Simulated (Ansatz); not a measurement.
## Vibrational response of Rb₃Sc₂N₃

The calculation used DFT PBE, scalar-relativistic, plane waves, PAW in Ansatz. Plane waves to 420 eV; Γ-centred k mesh 8×8×2; Gaussian smearing of 0.10 eV. No spin polarisation. Phonons by linear response, acoustic sum rule imposed.

The cell, relaxed at this level:
```xyz
8
Lattice="4.2746 0.0002 0.0353 -0.0003 4.2747 0.0121 -0.1536 -0.0541 14.6099" Properties=species:S:1:pos:R:3 pbc="T T T"
Rb   -0.0434    2.1223    4.2514
Rb    4.1640    2.0986   10.4058
Rb    2.1373    0.0001    0.0176
Sc   -0.0768   -0.0270    7.3049
Sc    2.0603    2.1104    7.3286
N     2.0541   -0.0291    8.1115
N     2.0665    4.2499    6.5457
N    -0.0770    2.1103    7.3110
```

It was reached by relaxing an invented guess, and it needn't be the stable form of this composition. In a metal, frequencies depend on the k mesh and the smearing, soft modes most.

Question: Is this structure stable against zone-centre distortions?

Answer: No: 1 of the 21 optical modes are imaginary.

Question: List the optical modes at Γ (i marks imaginary ones).

Answer:
| frequency (meV) | degeneracy |
| --- | --- |
| 14.6i | 1 |
| 1.2 | 1 |
| 1.2 | 1 |
| 1.8 | 1 |
| 1.8 | 1 |
| 2.2 | 1 |
| 2.2 | 1 |
| 5.0 | 1 |
| 9.3 | 1 |
| 14.8 | 1 |
| 17.1 | 1 |
| 34.5 | 1 |
| 34.5 | 1 |
| 38.8 | 1 |
| 38.8 | 1 |
| 43.3 | 1 |
| 55.0 | 1 |
| 55.0 | 1 |
| 58.1 | 1 |
| 58.1 | 1 |
| 75.9 | 1 |
